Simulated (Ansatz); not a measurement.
Input:

InAs:
```
CELL_PARAMETERS angstrom
      0.00000     2.82585     2.82585
      2.82585     0.00000     2.82585
      2.82585     2.82585     0.00000
ATOMIC_POSITIONS crystal
  As 0.00000 0.00000 0.00000
  In 0.50000 0.50000 0.50000
```

This is the PBEsol-relaxed structure.

**Question.** All from the program Ansatz at the PBEsol level (PAW), unless another level is named. Give the highest zone-centre frequency.

**Answer.** 3.66 THz.

**Question.** Give the Young's modulus.

**Answer.** 77.7 GPa.

Space group Fm-3m (rock salt). The cell is a constructed one: a structure type filled with these elements; the Crystallography Open Database copy checked does not list it. It is not the phase usual at ambient conditions (space group No. 216). The cell was relaxed with PBEsol under the symmetry of its start; of distortions, only those at the zone centre were tested. As this level gives no gap, phonon frequencies hold no LO–TO term and depend on the k-mesh and smearing (Fermi–Dirac, 0.1 eV here).

Potentials: the later of the program's two PAW sets.
